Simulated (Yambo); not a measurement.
**Bethe-Salpeter results for CaHI monolayer**

```
CELL_PARAMETERS angstrom
      3.96252     0.00000     0.00000
      0.00000     3.96252     0.00000
      0.00000     0.00000    20.20000
ATOMIC_POSITIONS crystal
  H  0.00000 0.50000 0.00000
  H  0.50000 0.00000 0.00000
  Ca 0.00000 0.00000 0.05886
  Ca 0.50000 0.50000 0.94114
  I  0.50000 0.50000 0.13604
  I  0.00000 0.00000 0.86396
```

The layer was cut from Materials Project entry mp-24204 and relaxed with PBEsol in a cell 20.2 Å high, with the Coulomb interaction truncated along z.

BSE in Yambo on norm-conserving PBEsol (Quantum ESPRESSO, 72 Ry, scalar-relativistic) bands: 10×10×1 mesh, 8 valence and 18 conduction bands, static screening with 79 bands and a 3 Ry block, scissor 2.77 eV, Tamm-Dancoff, stochastic integration of W near q = 0; field along x.

```
state  energy (eV)  states within 2 meV  relative strength   class    main transitions
-----  -----------  -------------------  -----------------  ------  ------------------
1             5.44                    1             < 0.01    dark  several band pairs
2             5.63                    2             < 0.01    dark  several band pairs
3             5.64                    2               0.28  strong  several band pairs
4             5.71                    2             < 0.01    dark  several band pairs
5             5.72                    1             < 0.01    dark  several band pairs
6             5.76                    2               0.27  strong  several band pairs
```

These are vertical excitations (zero momentum); the indirect quasiparticle gap, about 6.22 eV, is smaller than the direct one (6.71 eV on the GW mesh). The direct quasiparticle gap on this mesh is 6.71 eV; counted from there, state 1 is bound by 1.27 eV. Convergence with the mesh was not shown.

Spin singlets only. Strengths are relative to the strongest of the lowest states of this run; strong means a line over 3 % of the spectrum's maximum, dark under 0.03 %. Absolute energies carry the error of the G0W0 scissor, whose convergence isn't established.

Spin-orbit coupling is left out, which matters for elements this heavy: edges can move by tenths of an eV.

This is a model layer cut from the bulk structure; whether it is stable on its own was not checked.
